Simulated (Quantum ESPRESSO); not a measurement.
pw.x input (Quantum ESPRESSO 7.5; LDA, PseudoDojo standard norm-conserving files, scalar-relativistic):

```
&CONTROL
  calculation = 'scf'
  pseudo_dir = './pseudo'
  outdir = './out'
  tprnfor = .true.
  tstress = .true.
/
&SYSTEM
  ibrav = 0
  nat = 10
  ntyp = 4
  ecutwfc = 88.0
  ecutrho = 352.0
  occupations = 'smearing'
  smearing = 'fd'
  degauss = 0.002
  nbnd = 48
/
&ELECTRONS
  conv_thr = 1e-09
/
ATOMIC_SPECIES
F 18.9984 F.upf
Na 22.9898 Na.upf
K 39.0983 K.upf
Sc 44.9559 Sc.upf
CELL_PARAMETERS angstrom
  0.000000000000   4.304855000000   4.304855000000
  4.304855000000   0.000000000000   4.304855000000
  4.304855000000   4.304855000000   0.000000000000
ATOMIC_POSITIONS crystal
F   0.235830000000   0.235830000000   0.764170000000
F   0.764170000000   0.764170000000   0.235830000000
F   0.764170000000   0.235830000000   0.235830000000
F   0.235830000000   0.764170000000   0.764170000000
F   0.235830000000   0.764170000000   0.235830000000
F   0.764170000000   0.235830000000   0.764170000000
Na   0.500000000000   0.500000000000   0.500000000000
K   0.250000000000   0.250000000000   0.250000000000
K   0.750000000000   0.750000000000   0.750000000000
Sc   0.000000000000   0.000000000000   0.000000000000
K_POINTS automatic
6 6 6 0 0 0
```

End of the output:

```
     total energy              =    -603.97432768 Ry
     estimated scf accuracy    <       0.00000053 Ry
     total energy              =    -603.97432775 Ry
     estimated scf accuracy    <       0.00000002 Ry
     total energy              =    -603.97432776 Ry
     estimated scf accuracy    <          5.4E-09 Ry
[...]
     the Fermi energy is     4.5236 ev
!    total energy              =    -603.97432776 Ry
     estimated scf accuracy    <          5.7E-11 Ry
     smearing contrib. (-TS)   =       0.00000000 Ry
     internal energy E=F+TS    =    -603.97432776 Ry
     The total energy is F=E-TS. E is the sum of the following terms:
     one-electron contribution =    -305.74433822 Ry
     hartree contribution      =     187.32490247 Ry
     xc contribution           =    -119.23616081 Ry
     ewald contribution        =    -366.31873119 Ry
     convergence has been achieved in  10 iterations
     Forces acting on atoms (cartesian axes, Ry/au):
     atom    1 type  1   force =     0.00000000    0.00000000   -0.01565987
     atom    2 type  1   force =    -0.00000000    0.00000000    0.01565987
     atom    3 type  1   force =    -0.01565987    0.00000000    0.00000000
     atom    4 type  1   force =     0.01565987    0.00000000   -0.00000000
     atom    5 type  1   force =     0.00000000   -0.01565987   -0.00000000
     atom    6 type  1   force =     0.00000000    0.01565987    0.00000000
     atom    7 type  2   force =     0.00000000    0.00000000   -0.00000000
     atom    8 type  3   force =     0.00000000    0.00000000    0.00000000
     atom    9 type  3   force =     0.00000000   -0.00000000   -0.00000000
     atom   10 type  4   force =     0.00000000   -0.00000000    0.00000000
     Total force =     0.038359     Total SCF correction =     0.000019
     Computing stress (Cartesian axis) and pressure
          total   stress  (Ry/bohr**3)                   (kbar)     P=      -61.84
  -0.00042037   0.00000000   0.00000000          -61.84        0.00        0.00
   0.00000000  -0.00042037   0.00000000            0.00      -61.84        0.00
   0.00000000   0.00000000  -0.00042037            0.00        0.00      -61.84
```
In a gapped system the printed Fermi energy is only some level inside the gap.

Geometry of the Materials Project entry, not relaxed at this level.
